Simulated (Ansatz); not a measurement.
The cell below belongs to a search over invented structures; it isn't taken from experiment.

Input and command of a plane-wave DFT calculation in Ansatz:

```yaml
crystal:
  lattice:
    - [3.1394941, 1.8125878, 2.5759771]
    - [-3.1394941, 1.8125878, 2.5759771]
    - [0.0, -3.6251755, 2.5759771]
  atoms:
    - { symbol: Co, position: [0.64376, 0.149538, 0.855523] }
    - { symbol: Co, position: [0.855523, 0.64376, 0.149538] }
    - { symbol: Co, position: [0.149538, 0.855523, 0.64376] }
    - { symbol: Si, position: [0.344562, 0.842556, 0.1524] }
    - { symbol: Si, position: [0.658721, 0.658721, 0.658721] }
    - { symbol: Si, position: [0.1524, 0.344562, 0.842556] }
    - { symbol: Si, position: [0.842556, 0.1524, 0.344562] }
    - { symbol: Ni, position: [0.352939, 0.352939, 0.352939] }
basis:
  ecutwfc: 420
kpoints:
  mp_grid: { grid: [12, 12, 12] }
hamiltonian:
  xc: pbe
scf:
  occupations: { method: gaussian, width: 0.1 }
output:
  forces: true
  stress: true
  eigenvalues: true
relax:
  adjacent_minimum: "off"
  f_tol: 0.01
  max_steps: 80
  cell: { stress_tol: 0.05 }
```

```bash
ansatz run input.yaml --threads 4 --pin off --max-ram 8192MiB --backend cpu --events-out ev --progress --plain --runs-dir out
```

Processor: Arm Neoverse V2, 4 threads, on a host shared with other jobs.

How long does it run, and how much memory does it take?

About 70 s, peak memory 1.2 GiB. It solves 51 bands at 294 k points (after reduction by symmetry) with about 1743 plane waves (on the last cell), in 14 SCF iterations over 2 ionic steps.
